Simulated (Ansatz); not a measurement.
TiS₂ (CdI2 type)

Space group P-3m1 (No. 164); a = 3.298 Å, b = 3.298 Å, c = 5.341 Å, α = 90.00°, β = 90.00°, γ = 120.00°

```tsv
atom	site	symmetry	x	y	z
Ti	1a	-3m.	0.0000	0.0000	0.0000
S	2d	3m.	0.3333	0.6667	0.2687
```

The relaxed cell is deformed in two ways at once: its volume V is scaled, and at that volume it is stretched along z (the c axis of the conventional cell) so that c/a changes. Fractional atomic positions are held.

Level of theory: PBEsol-D3(BJ) (plane waves to 420 eV, PAW, scalar-relativistic; Ansatz, an electronic-structure program). k mesh 16×16×9 (Γ-centred), Fermi-Dirac smearing 0.05 eV. Energies are smeared free energies. As the atoms are clamped, bonds stretch with the cell, which overstates energies and stresses. With partly filled bands, the response to shear is sensitive to the k mesh, so small differences along c/a are uncertain. TiS2 is run without spin polarisation. TiS2 was relaxed with its symmetry unable to fall. ΔE is measured from the relaxed starting cell.

```
ΔE (eV/atom)          V/V₀ = 0.960  V/V₀ = 0.973  V/V₀ = 0.987  V/V₀ = 1.000  V/V₀ = 1.013  V/V₀ = 1.027  V/V₀ = 1.040
--------------------  ------------  ------------  ------------  ------------  ------------  ------------  ------------
(c/a)/(c/a)₀ = 0.880             ?         0.072         0.067             ?             ?             ?         0.070
(c/a)/(c/a)₀ = 0.920             ?             ?         0.030         0.028         0.028         0.031         0.035
(c/a)/(c/a)₀ = 0.960         0.018         0.012         0.008         0.007         0.007         0.010         0.015
(c/a)/(c/a)₀ = 1.000         0.011         0.005         0.001         0.000         0.001         0.004         0.009
(c/a)/(c/a)₀ = 1.040         0.016         0.010         0.007         0.006         0.008         0.011         0.017
(c/a)/(c/a)₀ = 1.080             ?         0.027         0.025         0.024         0.026         0.030         0.035
(c/a)/(c/a)₀ = 1.120         0.060         0.055         0.053         0.053         0.055         0.059             ?
```

### Question
What belongs in the gaps?

### Answer

- (c/a)/(c/a)₀ = 0.880, V/V₀ = 0.960: 0.079
- (c/a)/(c/a)₀ = 0.880, V/V₀ = 1.000: 0.064
- (c/a)/(c/a)₀ = 0.880, V/V₀ = 1.013: 0.064
- (c/a)/(c/a)₀ = 0.880, V/V₀ = 1.027: 0.066
- (c/a)/(c/a)₀ = 0.920, V/V₀ = 0.960: 0.041
- (c/a)/(c/a)₀ = 0.920, V/V₀ = 0.973: 0.034
- (c/a)/(c/a)₀ = 1.080, V/V₀ = 0.960: 0.033
- (c/a)/(c/a)₀ = 1.120, V/V₀ = 1.040: 0.065

(A scan under strain: stresses follow from slopes of the energy per volume, elastic moduli from its curvatures.)
